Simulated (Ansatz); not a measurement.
Starting cell, WSi2 (MoSi2 type, space group I4/mmm):

```
CELL_PARAMETERS angstrom
     -1.61458     1.61458     3.93362
      1.61458    -1.61458     3.93362
      1.61458     1.61458    -3.93362
ATOMIC_POSITIONS crystal
  W  0.00000 0.00000 0.00000
  Si 0.33458 0.33458 0.00000
  Si 0.66542 0.66542 0.00000
```

In each cell atom 1 (W, nearest neighbour Si at 2.628 Å; its periodic images, 3.2 Å or more away, move with it) moves by s·(0.707, 0.707, 0.000) (along Cartesian [110]), the rest being held.

Method: PBE (plane waves to 420 eV, PAW, scalar-relativistic; Ansatz, an electronic-structure program). k mesh 16×16×16 (Γ-centred), Fermi-Dirac smearing 0.05 eV. The energy includes the smearing's −TS. Left out: 2 of 11 points, with atoms too close for the PAW data. With partly filled bands, energies and forces of such displacements shift with the k mesh and the smearing. Spin-orbit coupling is left out, though W is heavy. WSi2 is run without spin polarisation. WSi2 was relaxed with its symmetry unable to fall. The zero of ΔE is the undisplaced structure.

Successive frames, forces in eV/Å:

```json
[
 {"frame": "s = 0.000 Å", "ΔE (eV/cell)": "0.000", "F on W1": "(0.000, 0.000, 0.000)", "F on Si2": "(0.000, 0.000, -0.008)", "F on Si3": "(0.000, 0.000, 0.008)"},
 {"frame": "s = 0.158 Å", "ΔE (eV/cell)": "0.130", "F on W1": "(-1.207, -1.207, 0.000)", "F on Si2": "(0.604, 0.604, -0.166)", "F on Si3": "(0.604, 0.604, 0.166)"},
 {"frame": "s = 0.316 Å", "ΔE (eV/cell)": "0.574", "F on W1": "(-2.878, -2.878, 0.000)", "F on Si2": "(1.439, 1.439, -0.695)", "F on Si3": "(1.439, 1.439, 0.695)"}
]
```

Q: What are the energy and the forces in the next frame, s = 0.474 Å?

A: ΔE (eV/cell) = 1.480.

| atom | Fx | Fy | Fz |
|---|---|---|---|
| W1 | -5.398 | -5.398 | 0.000 |
| Si2 | 2.699 | 2.699 | -1.778 |
| Si3 | 2.699 | 2.699 | 1.778 |

(For displaced atoms, the force is minus the slope of the energy, and its curvature is a force constant, which sets phonon frequencies.)
